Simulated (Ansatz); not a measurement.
Si2Mo:
```cif
data_Mo2Si4
_chemical_formula_sum 'Si4 Mo2'
_space_group_name_H-M_alt 'I4/mmm'
_space_group_IT_number 139
_space_group_name_Hall '-I 4 2'
_cell_length_a 3.20208
_cell_length_b 3.20208
_cell_length_c 7.81964
_cell_angle_alpha 90.000
_cell_angle_beta 90.000
_cell_angle_gamma 90.000
loop_
_atom_site_label
_atom_site_type_symbol
_atom_site_symmetry_multiplicity
_atom_site_Wyckoff_symbol
_atom_site_fract_x
_atom_site_fract_y
_atom_site_fract_z
_atom_site_occupancy
Si1 Si 4 e 0.00000 0.00000 0.33529 1
Mo1 Mo 2 a 0.00000 0.00000 0.00000 1
```
(The calculation used a cell of 3 atoms; values per cell refer to that cell.)

Relaxed at zero pressure with DFT-r²SCAN in the program Ansatz with PAW potentials.

### Question
The volume is raised by 9 % and shape and atoms relax at that volume. What pressure results, and how do the axes share the change?

### Answer
-15.4 GPa; a 3.1 %, b 3.1 %, c 2.5 %; the energy rises by 63 meV/atom.

### Question
Give the new structure.

### Answer

Space group I4/mmm (No. 139); a = 3.302 Å, b = 3.302 Å, c = 8.014 Å, α = 90.00°, β = 90.00°, γ = 90.00°

```json
[
 {"atom": "Si", "site": "4e", "symmetry": "4mm", "x": "0.0000", "y": "0.0000", "z": "0.3369"},
 {"atom": "Mo", "site": "2a", "symmetry": "4/mmm", "x": "0.0000", "y": "0.0000", "z": "0.0000"}
]
```

The phase is kept; no other phase was compared at this pressure.

The r²SCAN relaxation kept the symmetry of its start; of distortions, only those at the zone centre were tested. The run is not spin-polarised.

Potentials: the earlier of the program's two PAW sets.
